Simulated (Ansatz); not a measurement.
A trial cell of Ta4N, before relaxation:

```cif
data_structure
_symmetry_space_group_name_H-M 'P 1'
_symmetry_Int_Tables_number 1
_cell_length_a 4.5610
_cell_length_b 4.5610
_cell_length_c 4.5610
_cell_angle_alpha 90.000
_cell_angle_beta 90.000
_cell_angle_gamma 90.000
_cell_volume 94.88
loop_
_atom_site_label
_atom_site_type_symbol
_atom_site_fract_x
_atom_site_fract_y
_atom_site_fract_z
_atom_site_occupancy
Ta1 Ta 0.24378 0.75622 0.75622 1
Ta2 Ta 0.75622 0.24378 0.75622 1
Ta3 Ta 0.75622 0.75622 0.24378 1
Ta4 Ta 0.24378 0.24378 0.24378 1
N1 N 0.00000 0.00000 0.00000 1
```

The calculation used Ansatz, DFT PBE, scalar-relativistic, plane waves, PAW. Cutoff 420 eV, Gaussian smearing, Γ-centred meshes. Cell and atoms relax first on a coarse mesh and then on a finer one. In between, the cell is made exact in the group found at 0.06 Å. In metals the finer mesh still leaves noise of several meV/atom or more. The steps can't lower the symmetry of their start. No spin polarisation in the relaxation; trial moments died out in a coarse test.

A guess keeps its type if space group and coordination stay and the shape of the cell changes little (axis ratios within about 15 %, angles within 6°); the volume may change.

Question: Does this structure survive the relaxation?

Answer: It keeps its type. The symmetry stays P-43m (No. 215). The volume per atom shrinks by 10.1 %, from 19.0 to 17.1 Å³. The shortest distance goes from 1.93 Å (Ta–N) to 1.97 Å (Ta–N). Counting neighbours within 15 % of an atom's shortest distance, the start has N 4, Ta 1 and the end N 4, Ta 1.

The last run used an 8×8×8 mesh for its 5-atom cell and Gaussian smearing of 0.10 eV. Spin–orbit coupling, which can matter for Ta, is left out. A structure relaxed within its symmetry needn't be a true minimum. Another cell of Ta4N relaxed alike, in Pm-3m, lies 0.31 eV/atom lower, so this cell isn't the stable form at this level.
